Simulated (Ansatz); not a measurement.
## Pd, dhcp: geometry optimisation

The calculation used DFT, LDA (PW92), plane waves (420 eV) with PAW, scalar-relativistic in Ansatz. The PAW files were generated under PBE, with cores re-solved for the functional.

k-point mesh 13×13×4, Fermi-Dirac smearing 0.1 eV, no spin polarisation. Cell and atoms relax.

Starting structure:

```xyz
4
Lattice="2.7505 0.0000 0.0000 -1.3753 2.3820 0.0000 0.0000 0.0000 8.9831" Properties=species:S:1:pos:R:3 pbc="T T T"
Pd    0.0000    0.0000    0.0000
Pd    0.0000    0.0000    4.4916
Pd    0.0000    1.5880    2.2458
Pd    1.3753    0.7940    6.7374
```

Question: The pressure at the start is -7.2 GPa. By how much does the volume change?

Answer: From 14.71 to 14.20 Å³ per atom, -3.5 %. The final cell has a = 2.709 Å, c = 8.934 Å (c/a = 3.298).

Question: How much energy does the relaxation gain?

Answer: 12.5 meV per atom.
